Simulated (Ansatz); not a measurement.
Input:

KTaO$_{3}$:
```xyz
5
Lattice="4.0244 0.0000 0.0000 0.0000 4.0244 0.0000 0.0000 0.0000 4.0244" Properties=species:S:1:pos:R:3 pbc="T T T"
K      2.0122     2.0122     2.0122
Ta     0.0000     0.0000     0.0000
O      0.0000     2.0122     0.0000
O      2.0122     0.0000     0.0000
O      0.0000     0.0000     2.0122
```

This is the PBE-relaxed structure.

**Question.** All from PBE in the plane-wave PAW code Ansatz, unless another level is named. Estimate the electron effective mass, band 3 of 3 at the edge.

**Answer.** 0.28 along [100], 0.28 along [110], 0.38 along [111] (mₑ).

**Question.** And the electron effective mass with spin–orbit coupling, band 1 of 2 at the edge?

**Answer.** 0.76 along [100], 0.53 along [110], 0.43 along [111] (mₑ).

**Question.** And the valence-band maximum?

**Answer.** at R.

**Question.** Give the conduction-band minimum.

**Answer.** at Γ.

Space group Pm-3m (cubic perovskite). Symmetry was held in the PBE relaxation. At this level the phase is dynamically unstable (imaginary phonons). No spin polarisation was allowed. Spin–orbit coupling is left out wherever it is not named.

Potentials: the later of the program's two PAW sets.

Edges and masses are those of Kohn–Sham bands, whose gap is no quasiparticle gap.
